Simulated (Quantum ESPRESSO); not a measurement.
## Calculated data, ScNbSn₆ (simulated cell), ScTiAl₄ReRu (simulated cell), Sn₄RuW₃ (simulated cell)

Computed with Quantum ESPRESSO 7.5. Calculation on a made-up metal alloy cell, not a measurement, run again with a planted mistake, found by running each candidate: no spin or spin-orbit, unrelaxed, 2900 K smearing, stress positive in tension, cell energy less the intended atoms' offsets; periodic Kohn-Sham density functional theory in plane waves with PseudoDojo standard norm-conserving scalar-relativistic pseudopotentials, each functional with its own files (v0.5 for PBE, v0.4.1 for LDA and PBEsol), eight atoms on drawn sites of a strained close-packed or body-centred lattice, each displaced and held fixed; the energy is the cell's free energy, ions and the entropy term -TS included, at the stated Fermi-Dirac width, less a fixed offset for each atom's element (shifted free energy); compositions with an open d shell lost a parallel starting moment in a cheaper test run, and other magnetic orders were not tried; an error bar is the largest change of its kind in a tighter rerun, never given below 0.002 eV, 0.02 GPa or 0.003 eV/angstrom, and covers cutoff and k-mesh only, not smearing or the files.

Common to all runs: lattice type face-centred cubic; intended functional pbe; fermi dirac smearing 0.25 eV; intended electrons removed 0; structure shown the intended cell.

Notes on all entries: a spin test at this wide smearing found no moment, but such smearing suppresses magnetism that the real alloy may have; another functional or element uses other pseudopotential files, so its energy jump is mostly a change of zero; lattice, volume and sites are drawn at random and may be unstable or far from any real phase; energies are for the whole cell, less offsets fitted to these runs, so they are not formation energies.

(1) ScNbSn₆ (simulated cell)

```
ScNbSn6
1.0
     -2.2069    -4.5137    -2.2209
     -4.6553     2.3521     2.2721
     -0.0611     4.6089    -4.5713
Sn Nb Sn Sc Sn
4 1 1 1 1
Direct
  0.00570 0.00678 0.00445
  -0.00117 0.00241 0.50167
  0.01529 0.50118 0.25542
  0.00250 0.50352 0.74915
  0.49688 0.24408 0.37242
  0.49266 0.24980 0.87632
  0.49397 0.74810 0.12469
  0.50154 0.74157 0.61373
```

* cutoff: 1197 eV
* healthy entropy term negative ts: -1.249 eV
* healthy pressure: 1.17 GPa
* healthy stress xx: -2.17 GPa
* healthy stress yy: -0.35 GPa
* healthy stress zz: -1 GPa
* healthy stress yz: -1.25 GPa
* healthy stress xz: 0.02 GPa
* healthy stress xy: -0.76 GPa
* faulty entropy term negative ts: -1.191 eV
* faulty pressure: 4.55 GPa
* faulty stress xx: -5.63 GPa
* faulty stress yy: -3.64 GPa
* faulty stress zz: -4.39 GPa
* faulty stress yz: -1.46 GPa
* faulty stress xz: 0.04 GPa
* faulty stress xy: -0.94 GPa
* candidate first exchanged site: 4
* candidate second exchanged site: 5
* candidate length scale change: -1.42 percent
* candidate functional: lda
* candidate wrong element site: 2
* candidate wrong element: Rh
* candidate misplaced site: 5
* candidate misplaced along: z
* candidate misplaced by: 0.06 Å
* k mesh: 5 x 4 x 4 shifted half a step off Gamma on each axis
* healthy shifted free energy: -2.144 eV
* faulty shifted free energy: -2.004 eV
* fault kind: cell scaled (length scale change -1.42 percent)

Atoms:
```tsv
atoms element	atom site	atom energy offset (eV)
Sn	1	-2144.16
Sn	2	-2144.16
Sn	3	-2144.16
Sn	4	-2144.16
Nb	5	-1694.67
Sn	6	-2144.16
Sc	7	-1317.21
Sn	8	-2144.16
```

Healthy forces:
```tsv
site	x (eV/Å)	y (eV/Å)	z (eV/Å)
1	0.146	0.086	-0.635
2	-0.429	-0.047	0.73
3	0.492	0.224	0.13
4	0.293	0.108	0.286
5	-0.246	0.161	-0.22
6	-0.087	-0.048	-0.405
7	0.019	-0.402	-0.083
8	-0.188	-0.083	0.198
```

Faulty forces:
```tsv
site	x (eV/Å)	y (eV/Å)	z (eV/Å)
1	0.215	0.095	-0.658
2	-0.443	-0.044	0.782
3	0.533	0.27	0.199
4	0.309	0.13	0.293
5	-0.299	0.183	-0.278
6	-0.104	-0.084	-0.452
7	0.017	-0.499	-0.068
8	-0.228	-0.052	0.182
```

Candidate mistake: atoms exchanged, cell scaled, wrong functional, wrong element, atom misplaced

Notes: the tin pseudopotential is less sure than most, with forces differing by about three percent from a second method on plain tin; error bars of the healthy run: energy 0.011 eV, stress 0.079 GPa, force 0.017 eV/Å, from a tighter rerun of this or a related cell; largest difference from healthy 44 error bars; largest difference from nearest other mistake 42 error bars.

(2) ScNbSn₆ (simulated cell)

Structure as in entry 1.

- cutoff: 1197 eV
- healthy entropy term negative ts: -1.249 eV
- healthy pressure: 1.17 GPa
- healthy stress xx: -2.17 GPa
- healthy stress yy: -0.35 GPa
- healthy stress zz: -1 GPa
- healthy stress yz: -1.25 GPa
- healthy stress xz: 0.02 GPa
- healthy stress xy: -0.76 GPa
- faulty entropy term negative ts: -1.264 eV
- faulty pressure: -4.18 GPa
- faulty stress xx: 3.17 GPa
- faulty stress yy: 5 GPa
- faulty stress zz: 4.37 GPa
- faulty stress yz: -1.16 GPa
- faulty stress xz: 0.06 GPa
- faulty stress xy: -0.56 GPa
- candidate first exchanged site: 4
- candidate second exchanged site: 5
- candidate length scale change: -1.42 percent
- candidate functional: lda
- candidate wrong element site: 2
- candidate wrong element: Rh
- candidate misplaced site: 5
- candidate misplaced along: z
- candidate misplaced by: 0.06 Å
- k mesh: 5 x 4 x 4 shifted half a step off Gamma on each axis
- healthy shifted free energy: -2.144 eV
- faulty shifted free energy: 34.117 eV
- fault kind: wrong functional (functional lda)

Atoms:
```tsv
atoms element	atom site	atom energy offset (eV)
Sn	1	-2144.16
Sn	2	-2144.16
Sn	3	-2144.16
Sn	4	-2144.16
Nb	5	-1694.67
Sn	6	-2144.16
Sc	7	-1317.21
Sn	8	-2144.16
```

Healthy forces:
```tsv
site	x (eV/Å)	y (eV/Å)	z (eV/Å)
1	0.146	0.086	-0.635
2	-0.429	-0.047	0.73
3	0.492	0.224	0.13
4	0.293	0.108	0.286
5	-0.246	0.161	-0.22
6	-0.087	-0.048	-0.405
7	0.019	-0.402	-0.083
8	-0.188	-0.083	0.198
```

Faulty forces:
```tsv
site	x (eV/Å)	y (eV/Å)	z (eV/Å)
1	0.085	0.07	-0.659
2	-0.44	-0.039	0.731
3	0.462	0.177	0.063
4	0.287	0.087	0.286
5	-0.215	0.169	-0.187
6	-0.069	-0.002	-0.384
7	0.04	-0.328	-0.089
8	-0.15	-0.134	0.239
```

Candidate mistake: atoms exchanged, cell scaled, wrong functional, wrong element, atom misplaced

Notes: the tin pseudopotential is less sure than most, with forces differing by about three percent from a second method on plain tin; error bars of the healthy run: energy 0.011 eV, stress 0.079 GPa, force 0.017 eV/Å, from a tighter rerun of this or a related cell; largest difference from healthy 3380 error bars; largest difference from nearest other mistake 3367 error bars.

(3) ScTiAl₄ReRu (simulated cell)

```
ScTiAl4ReRu
1.0
      2.0628     4.1933     2.1147
      2.0676    -4.1771     2.0775
      2.1126    -0.0291    -6.3358
Sc Ti Al Ru Al Re Al
1 1 1 1 2 1 1
Direct
  0.00622 0.00372 0.01788
  0.13737 0.64829 0.25648
  0.23988 0.25926 0.49954
  0.36769 0.89852 0.77055
  0.48603 0.49438 0.01109
  0.64799 0.13202 0.24839
  0.73899 0.73036 0.48424
  0.87212 0.36186 0.73767
```

* cutoff: 1143 eV
* healthy entropy term negative ts: -1.506 eV
* healthy pressure: -14.11 GPa
* healthy stress xx: 16.56 GPa
* healthy stress yy: 10.97 GPa
* healthy stress zz: 14.81 GPa
* healthy stress yz: -1.11 GPa
* healthy stress xz: 0.84 GPa
* healthy stress xy: -0.01 GPa
* faulty entropy term negative ts: -1.444 eV
* faulty pressure: -14 GPa
* faulty stress xx: 14.33 GPa
* faulty stress yy: 13.17 GPa
* faulty stress zz: 14.5 GPa
* faulty stress yz: -0.44 GPa
* faulty stress xz: 0.88 GPa
* faulty stress xy: -0.6 GPa
* candidate first exchanged site: 1
* candidate second exchanged site: 3
* candidate length scale change: -1.84 percent
* candidate functional: pbesol
* candidate wrong element site: 7
* candidate wrong element: Pd
* candidate misplaced site: 6
* candidate misplaced along: y
* candidate misplaced by: -0.11 Å
* k mesh: 5 x 5 x 4 shifted half a step off Gamma on each axis
* healthy shifted free energy: -0.347 eV
* faulty shifted free energy: -0.357 eV
* fault kind: atoms exchanged (first exchanged site 1, second exchanged site 3)

Atoms:
```tsv
atoms element	atom site	atom energy offset (eV)
Sc	1	-1317.21
Ti	2	-1615.4
Al	3	-63.26
Ru	4	-2750.51
Al	5	-63.26
Al	6	-63.26
Re	7	-2361.34
Al	8	-63.26
```

Healthy forces:
```tsv
site	x (eV/Å)	y (eV/Å)	z (eV/Å)
1	-0.929	-0.126	1.242
2	0.428	0.471	-1.129
3	0.842	0.279	-0.375
4	0.018	0.153	-0.081
5	0.239	0.136	0.301
6	-0.091	-0.467	-0.544
7	-0.181	-0.172	0.646
8	-0.326	-0.273	-0.06
```

Faulty forces:
```tsv
site	x (eV/Å)	y (eV/Å)	z (eV/Å)
1	-0.908	-0.141	1.113
2	-0.282	0.295	-0.432
3	1.045	0.571	-0.283
4	0.261	0.127	-0.302
5	0.314	0.18	0.022
6	-0.576	-0.558	-0.164
7	0.321	-0.108	0.443
8	-0.174	-0.367	-0.399
```

Candidate mistake: atoms exchanged, cell scaled, wrong functional, wrong element, atom misplaced

Notes: heavy elements are run without spin-orbit coupling, which real alloys of them have; error bars of the healthy run: energy 0.0035 eV, stress 0.02 GPa, force 0.0035 eV/Å, from a tighter rerun of this or a related cell; largest difference from healthy 204 error bars; largest difference from nearest other mistake 216 error bars.

(4) ScTiAl₄ReRu (simulated cell)

Structure as in entry 3.

* cutoff: 1143 eV
* healthy entropy term negative ts: -1.506 eV
* healthy pressure: -14.11 GPa
* healthy stress xx: 16.56 GPa
* healthy stress yy: 10.97 GPa
* healthy stress zz: 14.81 GPa
* healthy stress yz: -1.11 GPa
* healthy stress xz: 0.84 GPa
* healthy stress xy: -0.01 GPa
* faulty entropy term negative ts: -1.504 eV
* faulty pressure: -14.09 GPa
* faulty stress xx: 16.39 GPa
* faulty stress yy: 10.89 GPa
* faulty stress zz: 14.97 GPa
* faulty stress yz: -0.62 GPa
* faulty stress xz: 0.81 GPa
* faulty stress xy: -0.09 GPa
* candidate first exchanged site: 1
* candidate second exchanged site: 3
* candidate length scale change: -1.84 percent
* candidate functional: pbesol
* candidate wrong element site: 7
* candidate wrong element: Pd
* candidate misplaced site: 6
* candidate misplaced along: y
* candidate misplaced by: -0.11 Å
* k mesh: 5 x 5 x 4 shifted half a step off Gamma on each axis
* healthy shifted free energy: -0.347 eV
* faulty shifted free energy: -0.368 eV
* fault kind: atom misplaced (misplaced site 6, misplaced along y, misplaced by -0.11 Å)

Atoms:
```tsv
atoms element	atom site	atom energy offset (eV)
Sc	1	-1317.21
Ti	2	-1615.4
Al	3	-63.26
Ru	4	-2750.51
Al	5	-63.26
Al	6	-63.26
Re	7	-2361.34
Al	8	-63.26
```

Healthy forces:
```tsv
site	x (eV/Å)	y (eV/Å)	z (eV/Å)
1	-0.929	-0.126	1.242
2	0.428	0.471	-1.129
3	0.842	0.279	-0.375
4	0.018	0.153	-0.081
5	0.239	0.136	0.301
6	-0.091	-0.467	-0.544
7	-0.181	-0.172	0.646
8	-0.326	-0.273	-0.06
```

Faulty forces:
```tsv
site	x (eV/Å)	y (eV/Å)	z (eV/Å)
1	-1.057	-0.394	1.061
2	0.472	0.431	-1.078
3	0.756	0.217	-0.404
4	0.035	0.138	-0.087
5	0.277	0.036	0.383
6	-0.013	0.097	-0.458
7	-0.153	-0.237	0.639
8	-0.317	-0.288	-0.057
```

Candidate mistake: atoms exchanged, cell scaled, wrong functional, wrong element, atom misplaced

Notes: heavy elements are run without spin-orbit coupling, which real alloys of them have; error bars of the healthy run: energy 0.0035 eV, stress 0.02 GPa, force 0.0035 eV/Å, from a tighter rerun of this or a related cell; largest difference from healthy 162 error bars; largest difference from nearest other mistake 216 error bars.

(5) Sn₄RuW₃ (simulated cell)

```
Sn4RuW3
1.0
      0.0112    -0.0583    -4.1856
      4.1237    -0.0681    -0.0112
      0.1361    -8.1542    -0.1166
Sn W Sn Ru
1 3 3 1
Direct
  -0.01507 -0.00620 -0.00129
  0.00982 0.00095 0.50251
  0.00515 0.50736 0.24936
  -0.01202 0.50832 0.75146
  0.50280 0.00491 0.25218
  0.50727 -0.01273 0.75404
  0.48947 0.50402 0.00444
  0.50089 0.49532 0.49759
```

- cutoff: 1252 eV
- healthy entropy term negative ts: -1.589 eV
- healthy pressure: 14.47 GPa
- healthy stress xx: -12.93 GPa
- healthy stress yy: -11.49 GPa
- healthy stress zz: -19 GPa
- healthy stress yz: 1.22 GPa
- healthy stress xz: -0.52 GPa
- healthy stress xy: -1.35 GPa
- faulty entropy term negative ts: -1.528 eV
- faulty pressure: 12.82 GPa
- faulty stress xx: -9.73 GPa
- faulty stress yy: -15.11 GPa
- faulty stress zz: -13.62 GPa
- faulty stress yz: 1.56 GPa
- faulty stress xz: -0.43 GPa
- faulty stress xy: -2.61 GPa
- candidate first exchanged site: 2
- candidate second exchanged site: 5
- candidate length scale change: -1.7 percent
- candidate functional: pbesol
- candidate wrong element site: 7
- candidate wrong element: Cu
- candidate misplaced site: 2
- candidate misplaced along: y
- candidate misplaced by: -0.13 Å
- k mesh: 6 x 6 x 3 shifted half a step off Gamma on each axis
- healthy shifted free energy: 3.853 eV
- faulty shifted free energy: 3.148 eV
- fault kind: atoms exchanged (first exchanged site 2, second exchanged site 5)

Atoms:
```tsv
atoms element	atom site	atom energy offset (eV)
Sn	1	-2144.16
W	2	-2063.48
W	3	-2063.48
W	4	-2063.48
Sn	5	-2144.16
Sn	6	-2144.16
Sn	7	-2144.16
Ru	8	-2750.51
```

Healthy forces:
```tsv
site	x (eV/Å)	y (eV/Å)	z (eV/Å)
1	0.52	-0.153	-0.629
2	-0.074	-0.076	0.097
3	-0.103	-1.956	0.107
4	-0.218	1.826	-0.355
5	-0.168	-3.381	0.06
6	0.817	3.729	0.637
7	-0.584	0.19	0.031
8	-0.19	-0.178	0.053
```

Faulty forces:
```tsv
site	x (eV/Å)	y (eV/Å)	z (eV/Å)
1	0.652	-1.392	-0.465
2	0.135	1.244	0.112
3	-0.075	-1.14	0.165
4	-0.532	0.227	-0.216
5	-0.204	-1.072	0.001
6	0.72	2.506	0.582
7	-0.705	-1.05	-0.09
8	0.008	0.677	-0.088
```

Candidate mistake: atoms exchanged, cell scaled, wrong functional, wrong element, atom misplaced

Notes: the copper pseudopotential is less sure than most, with forces differing by about three percent and pressure by about two GPa from a second method on plain copper; the tin pseudopotential is less sure than most, with forces differing by about three percent from a second method on plain tin; heavy elements are run without spin-orbit coupling, which real alloys of them have; error bars of the healthy run: energy 0.0078 eV, stress 0.12 GPa, force 0.02 eV/Å, from a tighter rerun of this or a related cell; largest difference from healthy 118 error bars; largest difference from nearest other mistake 137 error bars.

(6) Sn₄RuW₃ (simulated cell)

Structure as in entry 5.

- cutoff: 1252 eV
- healthy entropy term negative ts: -1.589 eV
- healthy pressure: 14.47 GPa
- healthy stress xx: -12.93 GPa
- healthy stress yy: -11.49 GPa
- healthy stress zz: -19 GPa
- healthy stress yz: 1.22 GPa
- healthy stress xz: -0.52 GPa
- healthy stress xy: -1.35 GPa
- faulty entropy term negative ts: -1.497 eV
- faulty pressure: 26.63 GPa
- faulty stress xx: -24.87 GPa
- faulty stress yy: -23.35 GPa
- faulty stress zz: -31.67 GPa
- faulty stress yz: 1.76 GPa
- faulty stress xz: -0.67 GPa
- faulty stress xy: -1.88 GPa
- candidate first exchanged site: 2
- candidate second exchanged site: 5
- candidate length scale change: -1.7 percent
- candidate functional: pbesol
- candidate wrong element site: 7
- candidate wrong element: Cu
- candidate misplaced site: 2
- candidate misplaced along: y
- candidate misplaced by: -0.13 Å
- k mesh: 6 x 6 x 3 shifted half a step off Gamma on each axis
- healthy shifted free energy: 3.853 eV
- faulty shifted free energy: 4.747 eV
- fault kind: cell scaled (length scale change -1.7 percent)

Atoms:
```tsv
atoms element	atom site	atom energy offset (eV)
Sn	1	-2144.16
W	2	-2063.48
W	3	-2063.48
W	4	-2063.48
Sn	5	-2144.16
Sn	6	-2144.16
Sn	7	-2144.16
Ru	8	-2750.51
```

Healthy forces:
```tsv
site	x (eV/Å)	y (eV/Å)	z (eV/Å)
1	0.52	-0.153	-0.629
2	-0.074	-0.076	0.097
3	-0.103	-1.956	0.107
4	-0.218	1.826	-0.355
5	-0.168	-3.381	0.06
6	0.817	3.729	0.637
7	-0.584	0.19	0.031
8	-0.19	-0.178	0.053
```

Faulty forces:
```tsv
site	x (eV/Å)	y (eV/Å)	z (eV/Å)
1	0.635	-0.179	-0.719
2	-0.066	-0.074	0.139
3	-0.163	-1.921	0.156
4	-0.334	1.759	-0.471
5	-0.182	-3.595	0.055
6	0.972	4.012	0.776
7	-0.667	0.236	0.019
8	-0.196	-0.238	0.045
```

Candidate mistake: atoms exchanged, cell scaled, wrong functional, wrong element, atom misplaced

Notes: the copper pseudopotential is less sure than most, with forces differing by about three percent and pressure by about two GPa from a second method on plain copper; the tin pseudopotential is less sure than most, with forces differing by about three percent from a second method on plain tin; heavy elements are run without spin-orbit coupling, which real alloys of them have; error bars of the healthy run: energy 0.0078 eV, stress 0.12 GPa, force 0.02 eV/Å, from a tighter rerun of this or a related cell; largest difference from healthy 115 error bars; largest difference from nearest other mistake 110 error bars.
